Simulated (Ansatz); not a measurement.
Ir:
```yaml
crystal:
  lattice:
    - [2.57098, 0.00000, 0.00000]
    - [0.00000, 2.57098, 0.00000]
    - [0.00000, 0.00000, 2.57098]
  atoms:
    - { symbol: Ir, position: [0.00000, 0.00000, 0.00000] }
```

Relaxed with PBE. Special points in fractions of this cell's reciprocal vectors: Γ (0.000, 0.000, 0.000); X (0.000, 0.500, 0.000); M (0.500, 0.500, 0.000); R (0.500, 0.500, 0.500).

Q: List the band energies nearest the Fermi level at these points for the program Ansatz at the PBE with spin–orbit coupling level (PAW).

A: In eV from the Fermi level; about four levels below and three above (degenerate sets whole), none deeper than 8.9 eV; … stands for higher levels left out; points with the same levels are listed once.

| k | below | above |
|---|---|---|
| Γ | -6.06 -6.06 -6.06 -6.06 | 0.95 0.95 0.95 0.95 |
| X | -1.28 -1.28 -1.07 -1.07 | 1.59 1.59 … |
| M | -1.20 -1.20 -0.76 -0.76 | 3.33 3.33 3.40 3.40 |
| R | -5.42 -5.42 -5.42 -5.42 -4.85 -4.85 | 3.50 3.50 3.50 3.50 |

Space group Pm-3m (simple cubic). A made-up cell: these elements were put on the sites of a structure type; neither database checked (COD, Materials Project) lists it. It is not the phase usual at ambient conditions (space group No. 225). The cell was relaxed with PBE under the symmetry of its start; whether a distortion lowers the energy is not shown. The run is not spin-polarised.

Potentials: the later of the program's two PAW sets.
